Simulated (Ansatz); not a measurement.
# Moment against volume in CoOs (P-6m2)

```yaml
crystal:
  lattice:
    - [2.67127, 0.00000, 0.00000]
    - [-1.33564, 2.31339, 0.00000]
    - [0.00000, 0.00000, 4.11656]
  atoms:
    - { symbol: Co, position: [0.66667, 0.33333, 0.50000] }
    - { symbol: Os, position: [0.33333, 0.66667, 0.00000] }
```

The reference geometry is a structure from the Materials Project; nothing is relaxed.

Functional, mesh and filling: PBEsol, 14×14×8 k mesh, Fermi–Dirac smearing of 0.1 eV. PAW means Ansatz 0.2.0 on its default frozen-core files; LAPW is all-electron LAPW in Ansatz 0.2.0. Site moments are integrated in spheres about the atoms, whose radii differ between the methods. Start moments of the first PAW run (μB): Co1 2.

The cell shown is scaled evenly to other volumes, and every spin-polarised run starts from the same moments.

The search for lower states is left at its default.

Task: Over V/V₀ from 0.66 to 1.25, do the moments collapse, and if so where?

Result: The moments are gone at V/V₀ = 0.86 (48 GPa) and below, and present from 0.92 (15 GPa) upwards, where the largest is 0.43 μB at first. Between V/V₀ = 0.96 and 0.92 the largest moment drops from 0.66 to 0.43 μB.
```csv
V/V₀,Å³/atom,M PAW (μB/cell),M LAPW (μB/cell),"largest site moment, PAW (μB)",P PAW (GPa),P LAPW (GPa),"F − F(unpolarised), PAW (meV/atom)"
0.66,8.39,0.00,–,0.00,303.6,–,0
0.74,9.41,0.00,0.00,0.00,162.5,161.8,0
0.8,10.18,0.00,0.00,0.00,94.6,94.3,0
0.86,10.94,0.00,–,0.00,47.6,–,0
0.92,11.70,0.41,–,0.43,15.2,–,-1
0.96,12.21,0.63,0.64,0.66,-0.5,-0.5,-3
1,12.72,0.78,0.78,0.82,-12.8,-12.8,-8
1.04,13.23,0.90,0.90,0.96,-22.5,-22.5,-13
1.1,13.99,1.07,1.07,1.14,-33.0,-33.0,-24
1.25,15.90,1.49,–,1.59,-45.7,–,-62
```

Task: Fit a third-order Birch–Murnaghan equation to the PAW pressures of the magnetic runs between 0.85 and 1.11 V₀. What are the zero-pressure volume and bulk modulus, and what do the unpolarised runs give?

Result: V = 12.19 Å³/atom (0.959 V₀), B = 335 GPa, B′ = 4.9, with a worst miss of 0.05 GPa. The unpolarised pressures, 47.6, 14.7, -1.6, -14.4, -24.4, -35.5 GPa at V/V₀ = 0.86, 0.92, 0.96, 1, 1.04, 1.1, give 12.16 Å³/atom and 352 GPa, so the moments change the volume by +0.3 %. Cell shape and inner coordinates are held, so these aren't the relaxed crystal's values unless symmetry fixes them.

The PAW files were made with PBE; the program remakes their cores once for the run's functional and then keeps them frozen.  Spin–orbit coupling is left out although heavy atoms are present. None of this fixes the real material's magnetic order: only patterns that fit the cell were computed, at zero temperature, with a functional that can overstate moments.
